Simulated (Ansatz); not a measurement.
Space group I4/mmm (No. 139). a = 4.105 Å, b = 4.105 Å, c = 8.156 Å, α = 90.00°, β = 90.00°, γ = 90.00°
```tsv
atom	site	symmetry	x	y	z
Sn	2a	4/mmm	0.0000	0.0000	0.0000
F	4e	4mm	0.0000	0.0000	0.2316
F	4c	mmm.	0.0000	0.5000	0.0000
```

Equation of state of this SnF4 structure (not necessarily the ground state), with shape and atoms relaxed at each volume where symmetry leaves them free. All numbers below come from DFT PBEsol, scalar-relativistic, plane waves, PAW in Ansatz 0.2.0.

Cutoff 420 eV; k points 8×8×8 on the computed 5-atom cell (Γ-centred); Gaussian smearing, width 0.02 eV; no spin polarisation.

```json
{"V (Å³/atom)": "12.920", "E − E(largest V) (meV/atom)": "2.34", "P (GPa)": "1.80", "gap on mesh (eV)": "3.31"}
{"V (Å³/atom)": "13.333", "E − E(largest V) (meV/atom)": "-0.86", "P (GPa)": "0.77", "gap on mesh (eV)": "3.30"}
{"V (Å³/atom)": "13.745", "E − E(largest V) (meV/atom)": "-1.81", "P (GPa)": "0.02", "gap on mesh (eV)": "3.29"}
{"V (Å³/atom)": "14.157", "E − E(largest V) (meV/atom)": "-1.33", "P (GPa)": "-0.40", "gap on mesh (eV)": "3.30"}
{"V (Å³/atom)": "14.570", "E − E(largest V) (meV/atom)": "0.00", "P (GPa)": "-0.66", "gap on mesh (eV)": "3.33"}
```

Fit a third-order Birch–Murnaghan equation to E(V).

V0 = 13.78 Å³/atom, B0 = 18 GPa, B0' = 15.5. B0' is unusual or poorly fixed by this range. Weakly bound parts are held here without a dispersion correction, so V0, B0 and B0' are rough as values of the real crystal.

The cell holds layers, and where no dispersion correction was added their binding is poorly described.

The gaps are read on the mesh, which can miss the band edges, so they can be too wide.

Cost: 5 runs of about 4.2 core-minutes in all, on Arm Neoverse V1 (shared hosts).